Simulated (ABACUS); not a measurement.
Set-up for a self-consistent single point of Ta₂O₅ (P1, 7 atoms in the cell; from Materials Project mp-1218141, changed as shown).

```
Ta2O5
1.0
    3.40078     0.00000     0.00000
   -0.00806     3.86025     0.00000
   -0.69286    -0.10720     8.09989
Ta O
2 5
Cartesian
  2.40622  -0.07203   7.93911
  1.35782   3.78800   4.35985
  2.70605   1.85293   7.76075
  1.29530   1.84622   4.43801
  1.53642   0.02225   0.82157
  3.03663   3.76083   3.48393
  1.43717  -0.08166   6.26923
```

Computed with LDA (PW92), PseudoDojo 0.4 standard norm-conserving LDA (tails mended) pseudopotentials (plane waves; ABACUS).

ABACUS settings:

- KPT: Gamma 3 3 2 0 0 0
- basis_type: pw
- dft_functional: PWLDA
- ecutwfc: 84 Ry
- smearing_method: fixed
- potentials: PseudoDojo 0.4 standard norm-conserving LDA (tails mended)
- symmetry: 1
- symmetry_prec: 1e-05
- ks_solver: cg
- scf_nmax: 100
- scf_thr: 1.0e-09 Ry
- mixing_type: broyden

Results:

```
Item                                                     Result
------------------------------------------------  -------------
Number of valence electrons                                  56
Number of bands                                              38
Number of k-points after the program's reduction             10
Number of plane waves (most at a k-point)                  9352
Number of SCF iterations                                     17
FFT grid                                           40 × 45 × 90
Free energy E − TS                                -5800.5687 eV
Pressure                                             -10.23 GPa
Largest force (vector length)                        0.750 eV/Å
```

Forces (eV/Å):
```json
[
 {"atom": "Ta1", "Fx": "-0.307", "Fy": "-0.032", "Fz": "0.142"},
 {"atom": "Ta2", "Fx": "0.177", "Fy": "-0.006", "Fz": "0.055"},
 {"atom": "O3", "Fx": "-0.229", "Fy": "-0.034", "Fz": "0.153"},
 {"atom": "O4", "Fx": "-0.117", "Fy": "-0.047", "Fz": "-0.003"},
 {"atom": "O5", "Fx": "0.113", "Fy": "0.055", "Fz": "-0.739"},
 {"atom": "O6", "Fx": "-0.007", "Fy": "0.067", "Fz": "0.536"},
 {"atom": "O7", "Fx": "0.370", "Fy": "-0.003", "Fz": "-0.145"}
]
```

Stress (GPa, positive for compression):
```
-10.95    0.07   -0.33
  0.07  -13.14   -0.06
 -0.33   -0.06   -6.61
```

For comparison: a first run was changed to give this one (lattice vector c scaled by 0.99), and from it to this one the free energy goes down by 7.6 meV/atom, the pressure goes from -11.58 to -10.23 GPa and the largest force goes from 0.946 to 0.750 eV/Å.

Spin-orbit coupling is left out, which matters for bands and gaps with elements this heavy. The structure comes from a collection of computed structures, made at another level of theory; the collection holds predicted forms beside known ones.

Cost on one core: roughly 4 core-minutes.

“Tails mended”: in these copies of the files the far tail of each local potential was reset to the Coulomb form.
